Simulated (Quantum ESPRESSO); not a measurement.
**Kohn-Sham bands of Si$_{2}$W (I4/mmm)**

```
Si2W
1.0
    3.21473     0.00000     0.00000
    0.00000     3.21473     0.00000
   -1.60736    -1.60736     3.90103
Si W
2 1
Direct
  0.33499   0.33499   0.66998
  0.66501   0.66501   0.33002
  0.00000   0.00000   0.00000
```

Materials Project entry mp-1620; symmetrised, unrelaxed at this level. COD (Crystallography Open Database) has an entry of this formula and space group (matched by these alone). Method: PBEsol plane waves in Quantum ESPRESSO 7.5 (PseudoDojo norm-conserving files, 60 Ry, spinors with spin-orbit coupling), Bloch states on a 6×6×6 mesh through Γ, Wannier90 4.0.1. Density: 10×10×10 mesh, cold smearing 0.01 Ry.

**Question.** List the Kohn-Sham levels between −8 and 3.0 eV relative to the Fermi level at the high-symmetry points, as a band run of pw.x on that density gives them (levels within 2 meV counted together).

**Answer.** 
```csv
point,k (reciprocal lattice),levels (eV)
Γ,0.000 0.000 0.000,"-6.88 (×2), -3.69 (×2), -3.39 (×2), -2.93 (×2), -2.77 (×2), 0.62 (×2), 2.45 (×2), 2.92 (×2)"
X,0.500 0.500 -0.500,"-7.01 (×2), -6.07 (×2), -5.44 (×2), -5.02 (×2), -3.24 (×2), -1.80 (×2), 2.85 (×2), 2.89 (×2)"
P,0.500 0.500 -0.250,"-6.67 (×2), -6.65 (×2), -6.55 (×2), -3.11 (×2), -2.53 (×2), -2.26 (×2), 0.13 (×2), 2.91 (×2)"
N,0.500 0.000 0.000,"-5.76 (×2), -4.86 (×2), -2.88 (×2), -2.74 (×2), -0.42 (×2), 2.67 (×2), 2.79 (×2)"
M,0.000 0.000 0.500,"-3.90 (×2), -2.61 (×2), -1.00 (×2), -0.71 (×2), -0.59 (×2), -0.38 (×2), 0.83 (×2)"
S,0.415 0.000 0.292,"-7.80 (×2), -3.11 (×2), -2.73 (×2), -2.43 (×2), -0.31 (×2), 1.81 (×2), 2.48 (×2)"
S_0,0.585 0.000 -0.292,"-7.80 (×2), -3.11 (×2), -2.73 (×2), -2.43 (×2), -0.31 (×2), 1.81 (×2), 2.48 (×2)"
R,0.585 0.415 -0.500,"-5.93 (×2), -5.13 (×2), -4.07 (×2), -3.10 (×2), -2.35 (×2), 1.95 (×2), 2.20 (×2)"
G,0.415 0.415 0.085,"-5.93 (×2), -5.13 (×2), -4.07 (×2), -3.10 (×2), -2.35 (×2), 1.95 (×2), 2.20 (×2)"
```
